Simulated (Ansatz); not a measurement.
One crystal and one scan (generalised stacking-fault energy along a line) at two levels, PBE (plane waves to 420 eV, PAW, scalar-relativistic; Ansatz, a first-principles code) and PBEsol (plane waves to 420 eV, PAW, scalar-relativistic; Ansatz), each from its own relaxed cell and on its own mesh. The cell shown is that of PBE.

V (bcc, W type) is sheared across one {211} plane: the third cell vector gains the shift, so faults repeat every 7.3 Å. The cut lies between planes 1.22 Å apart; the cell height is held.

```yaml
crystal:
  lattice:
    - [2.59581, 0.00000, 0.00000]
    - [0.00000, 4.23894, 0.00000]
    - [0.00000, 0.00000, 7.34205]
  atoms:
    - { symbol: V, position: [0.00000, 0.00000, 0.91667] }
    - { symbol: V, position: [0.66667, 0.50000, 0.08333] }
    - { symbol: V, position: [0.33333, 0.00000, 0.25000] }
    - { symbol: V, position: [0.00000, 0.50000, 0.41667] }
    - { symbol: V, position: [0.66667, 0.00000, 0.58333] }
    - { symbol: V, position: [0.33333, 0.50000, 0.75000] }
```

In-plane vectors a = (2.596, 0.000) Å, b = (0.000, 4.239) Å, area 11.00 Å². The shift is s times the vector a (length 2.596 Å), so s = 1 restores the start. Atoms relax along the normal only. γ = [E(shift) − E(0)] / area.

E is the zero-smearing estimate. The PAW data are Ansatz's earlier set. V is run without spin polarisation. V was relaxed with its symmetry unable to fall. Faults lie only 7.2 Å apart, and holding the cell height raises γ above its relaxed value. Faults lie only 7.3 Å apart, and holding the cell height raises γ above its relaxed value. With partly filled bands, the k mesh leaves noise in γ, roughly 0.02 J/m² as judged from a few cases. Both scans cover s from 0.000 to 0.917.

γ (J/m²), each from zero shift of its own level:

```csv
s,PBE,PBEsol
0.000,0.00,0.00
0.083,0.08,0.08
0.167,0.26,0.28
0.250,0.49,0.53
0.333,0.66,0.71
0.417,0.78,0.84
0.500,0.81,0.87
0.583,0.75,withheld
0.667,0.63,0.68
0.750,0.46,0.50
0.833,0.25,0.28
0.917,0.07,0.08
```

Q: Estimate the PBEsol value at 0.583 from the PBE value there and the ratio of the two levels in the two nearest given rows on that side of the minimum.

A: At 0.500 and 0.667 the ratio PBEsol/PBE averages 1.077, which gives 1.077 × 0.75 = 0.81 J/m². The calculation gives 0.80 J/m², +6.7 % against PBE.

(The slope of γ gives the shear force per area between the displaced halves; near zero shift its curvature is an elastic stiffness.)
